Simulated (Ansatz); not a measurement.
Input:

HfO2 (tetragonal-ZrO2 type, space group P4_2/nmc)

```
CELL_PARAMETERS angstrom
      3.56753     0.00000     0.00000
      0.00000     3.56753     0.00000
      0.00000     0.00000     5.16669
ATOMIC_POSITIONS crystal
  Hf 0.00000 0.00000 0.00000
  Hf 0.50000 0.50000 0.50000
  O  0.00000 0.50000 0.20010
  O  0.00000 0.50000 0.70010
  O  0.50000 0.00000 0.29990
  O  0.50000 0.00000 0.79990
```

In this cell atom 6 (O, nearest neighbour Hf at 2.062 Å; its periodic images, 3.6 Å or more away, move with it) is moved by s towards the nearest neighbour, unit vector (-0.865, 0.000, 0.501); all other atoms and the cell stay fixed.

Computed with PBEsol (plane waves to 420 eV, PAW, scalar-relativistic; Ansatz, a program for electronic structure). k mesh 8×8×5 (Γ-centred), Fermi-Dirac smearing 0.05 eV. The energy includes the smearing's −TS. HfO2 is run without spin polarisation. HfO2 was relaxed with its symmetry unable to fall. Spin-orbit coupling is left out, though Hf is heavy. The PAW data are Ansatz's earlier set. This is a high-temperature form of HfO2. ΔE is measured from the undisplaced structure.

The scan covers s from -0.210 to 0.210 Å in 11 points.

**Question.** Is this a single well or a double well?

**Answer.** A single well with its minimum at or next to zero displacement.

**Question.** Is the energy the same for displacements of ±0.210 Å, and if not, which side lies higher?

**Answer.** Not even: the positive side lies higher at ±0.210 Å. With its periodic images moving along, the atom's site symmetry in this cell is mm2.

**Question.** What force acts on the atom along the line at s = -0.210 Å?

**Answer.** 2.80 eV/Å.

**Question.** What is the energy change at s = 0.210 Å?

**Answer.** 473 meV/cell.

**Question.** What is the force constant k = d²E/ds² of this move at s = 0?

**Answer.** 17.2 eV/Å².

(A displaced cell: forces are minus the slopes of the energy, force constants its curvatures, and phonons follow from these.)
